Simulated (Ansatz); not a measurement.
Molecular dynamics on a 2×2×1 supercell (16 atoms) of SiGe (ordering on diamond), relaxed with r2SCAN. Forces come from r2SCAN in the plane-wave code Ansatz: a Nosé-Hoover thermostat at fixed volume, 300 K, steps of 1 fs. Spin polarisation is off, nuclei are classical, and the run is far too short for thermal averages. The structure comes from a prototype and may be hypothetical.

```yaml
crystal:
  lattice:
    - [7.8505627015, 0.0, 0.0]
    - [0.0, 7.8611772464, 0.0]
    - [0.0, 0.0, 5.5368564562]
  atoms:
    - { symbol: Si, position: [0.375, 0.0, 0.8799877307] }
    - { symbol: Si, position: [0.125, 0.0, 0.1200122693] }
    - { symbol: Ge, position: [0.125, 0.25, 0.3693836834] }
    - { symbol: Ge, position: [0.375, 0.25, 0.6306163166] }
    - { symbol: Si, position: [0.375, 0.5, 0.8799877307] }
    - { symbol: Si, position: [0.125, 0.5, 0.1200122693] }
    - { symbol: Ge, position: [0.125, 0.75, 0.3693836834] }
    - { symbol: Ge, position: [0.375, 0.75, 0.6306163166] }
    - { symbol: Si, position: [0.875, 0.0, 0.8799877307] }
    - { symbol: Si, position: [0.625, 0.0, 0.1200122693] }
    - { symbol: Ge, position: [0.625, 0.25, 0.3693836834] }
    - { symbol: Ge, position: [0.875, 0.25, 0.6306163166] }
    - { symbol: Si, position: [0.875, 0.5, 0.8799877307] }
    - { symbol: Si, position: [0.625, 0.5, 0.1200122693] }
    - { symbol: Ge, position: [0.625, 0.75, 0.3693836834] }
    - { symbol: Ge, position: [0.875, 0.75, 0.6306163166] }
kpoints:
  mp_grid: { grid: [2, 2, 2] }
hamiltonian:
  xc: r2scan
scf:
  occupations: { method: fermi_dirac, width: 0.026 }
md:
  ensemble: nvt_nose_hoover
  temperature: 300
  timestep: 1.0
  n_steps: 40
  initial_velocities: maxwell_boltzmann
  seed: 4652
```

Command: `ansatz run input.yaml --threads 4 --pin off --max-ram 3686MiB --backend cpu --events-out ev --progress --plain --runs-dir out`. Wall time 3.8 min on 4 threads of Arm Neoverse V2 (shared host); peak host memory 1.8 GiB.

**Question.** How do temperature and energy develop?

**Answer.** The temperature starts at 300 K, is lowest at step 30 (126 K, 30 fs) and ends at 134 K. The thermostat hasn't had time to restore it. The atoms start on their lattice sites with kinetic energy alone, so much of it first passes into potential energy. By the last step the atoms have moved 0.10 Å in the root mean square, the drift of the whole cell taken out, 0.17 Å at most.
```tsv
step	t (fs)	T (K)	free energy F from step 0 (meV/atom)	kinetic energy (meV/atom)	largest force (eV/Å)
0	0	300	0.0	36.4	0.02
1	1	299	0.1	36.3	0.10
2	2	298	0.3	36.1	0.18
3	3	294	0.7	35.7	0.28
4	4	290	1.2	35.2	0.36
5	5	285	1.9	34.5	0.45
6	6	278	2.7	33.7	0.53
7	7	271	3.5	32.8	0.60
8	8	263	4.5	31.8	0.67
9	9	254	5.6	30.8	0.74
10	10	245	6.7	29.6	0.80
11	11	235	7.9	28.5	0.86
12	12	225	9.1	27.3	0.91
13	13	215	10.3	26.1	0.96
14	14	206	11.5	24.9	1.00
15	15	196	12.7	23.8	1.03
16	16	187	13.8	22.6	1.06
17	17	178	14.9	21.6	1.09
18	18	170	15.9	20.6	1.11
19	19	162	16.8	19.7	1.13
20	20	155	17.6	18.8	1.14
21	21	149	18.4	18.1	1.14
22	22	144	19.1	17.4	1.14
23	23	139	19.7	16.9	1.14
24	24	135	20.1	16.4	1.13
25	25	132	20.5	16.0	1.12
26	26	130	20.8	15.7	1.10
27	27	128	21.1	15.5	1.08
28	28	127	21.2	15.4	1.08
29	29	127	21.3	15.3	1.08
30	30	126	21.4	15.3	1.07
31	31	127	21.4	15.4	1.06
32	32	127	21.3	15.4	1.05
33	33	128	21.2	15.6	1.04
34	34	129	21.2	15.7	1.02
35	35	130	21.1	15.8	1.02
36	36	132	21.0	15.9	1.03
37	37	133	20.9	16.1	1.04
38	38	133	20.8	16.2	1.05
39	39	134	20.8	16.2	1.05
40	40	134	20.8	16.3	1.06
```

Positions (Å) and forces (eV/Å) at step 40:
```
Si   2.944   0.034   4.922     0.109  -0.313  -0.317
Si   0.949  -0.095   0.667    -0.105   0.213  -0.152
Ge   0.928   1.894   1.970     0.798   0.244   0.630
Ge   2.945   1.964   3.473    -0.115  -0.077  -0.372
Si   2.940   3.986   4.773     0.067  -0.057   0.177
Si   1.057   3.918   0.705     0.018   0.010  -0.089
Ge   0.915   5.860   2.118    -0.025  -0.067  -0.210
Ge   2.940   5.971   3.400     0.020   0.116   0.771
Si   6.866   0.014   4.834     0.246   0.191  -0.090
Si   4.962  -0.003   0.656    -0.249   0.053  -0.121
Ge   4.956   1.956   1.987    -0.406   0.410   0.714
Ge   6.909   2.074   3.499    -0.334  -0.796  -0.171
Si   6.921   3.900   5.016    -0.315   0.064  -0.219
Si   4.862   3.950   0.635     0.149  -0.082   0.187
Ge   4.926   5.924   2.036     0.334  -0.446   0.160
Ge   6.846   5.809   3.643    -0.193   0.537  -0.898
```
